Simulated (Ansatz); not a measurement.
SiGe3:
```xyz
4
Lattice="3.9666 0.0000 0.0000 0.0000 3.9666 0.0000 0.0000 0.0000 5.5943" Properties=species:S:1:pos:R:3 pbc="T T T"
Si     0.0000     0.0000     0.0000
Ge     1.9833     0.0000     1.3655
Ge     1.9833     1.9833     2.7971
Ge     0.0000     1.9833     4.2288
```

Cartesian axes are those of the cell as given.

### Question
Give the high-frequency dielectric tensor and the Born effective charge tensors of the independent atoms from DFPT, the program Ansatz at the PBEsol level (PAW).

### Answer

ε∞:
```
17.7  0.00  0.00
0.00  17.7  0.00
0.00  0.00  17.6
```
Z* of atom 1 (Si), rows: field, columns: displacement, in e:
```
 0.05   0.00   0.00
 0.00   0.05   0.00
 0.00   0.00  -0.12
```
Z* of atom 2 (Ge), rows: field, columns: displacement, in e:
```
-0.20   0.00   0.00
 0.00   0.04   0.00
 0.00   0.00  -0.08
```
Z* of atom 3 (Ge), rows: field, columns: displacement, in e:
```
0.12  0.00  0.00
0.00  0.12  0.00
0.00  0.00  0.28
```

Space group P-4m2. The start of the workflow was typed in or built on a structure type; neither database checked (COD, Materials Project) lists it. Its standing as an ambient phase is unchecked. The cell was relaxed with PBEsol under the symmetry of its start; its stability against distortions is not shown here. Spin–orbit coupling is left out wherever it is not named.

Potentials: the later of the program's two PAW sets.
